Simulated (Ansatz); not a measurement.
## Property card for Si4N

Theory: DFT PBE, scalar-relativistic, plane waves, PAW in Ansatz.

Cutoff 420 eV; k points 12×12×12 on the computed 5-atom cell (Γ-centred); Gaussian smearing, width 0.10 eV; no spin polarisation.

The structure is relaxed at this level of theory with its symmetry kept, and needn't be the ground state of this composition.

```cif
data_structure
_symmetry_space_group_name_H-M 'P 1'
_symmetry_Int_Tables_number 1
_cell_length_a 5.0197
_cell_length_b 5.0197
_cell_length_c 5.0197
_cell_angle_alpha 133.254
_cell_angle_beta 111.177
_cell_angle_gamma 87.336
_cell_volume 82.05
loop_
_atom_site_label
_atom_site_type_symbol
_atom_site_fract_x
_atom_site_fract_y
_atom_site_fract_z
_atom_site_occupancy
Si1 Si 0.89369 0.16283 0.73086 1
Si2 Si 0.10631 0.83717 0.26914 1
Si3 Si 0.43197 0.16283 0.26914 1
Si4 Si 0.56803 0.83717 0.73086 1
N1 N 0.00000 0.00000 0.00000 1
```

Formation energy from the elements' standard states (uncorrected)?

+0.375 eV/atom.

Kohn–Sham band gap?

none (metal).

Density of states at the Fermi level?

1.6 states/eV per cell.

Orbital (Löwdin) character within 0.5 eV of the Fermi level?

Si 3p 70 %, Si 3s 9 %, N 2p 9 %, unprojected 5 %.

Bader charge by site (e)?

Si (4 in the cell) 0.54, N (1 in the cell) -2.17.

Another cell of Si4N relaxed alike, in P1, lies 282 meV/atom lower, so this cell isn't the stable form at this level.

The cell was found from a structure generator's guess, not taken from experiment. Löwdin shares on free-atom orbitals overweight diffuse shells.
